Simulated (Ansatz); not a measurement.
## Eu: reading a single point

```
Eu
1.0
    -2.27891    2.27891    2.27891
     2.27891   -2.27891    2.27891
     4.55782    4.55782   -4.55782
Eu
2
Direct
  0.00000 0.00000 0.00000
  0.00000 0.00000 0.50000
```

Level: PBE, with U_eff = 3.82 eV on Eu f (all-electron-ortho-atomic projectors), collinear spin; 420 eV; 8×8×4 Γ-centred mesh; cold occupations (width 0.1357 eV); Ansatz 0.2.0, fixed geometry.

Magnetic state (reached from a saved solution, and it need not be the lowest): Eu1 up, Eu2 down.

Q: Is the cell too large or too small?

A: The pressure is -0.3 GPa (compression positive), so with the atoms held at these fractions the cell is close to zero pressure.

Q: Describe some of the short contacts.

A: Eu–Eu at 3.95 Å: least valence density 0.05 e/Å³ and ELF 0.13 there. Both are smooth PAW fields, read partly inside the augmentation spheres.

Q: Is there a gap?

A: It is a metal, with about 2.1 states/eV a cell as the mean within 0.25 eV of the Fermi level, mostly Eu d (89 %).

Q: Give the spin moments.

A: Eu1 +7.21, Eu2 -7.21 μB of spin moment in Bader basins; net size 0.00 μB a cell.

Origin: a database entry at a rescaled volume.
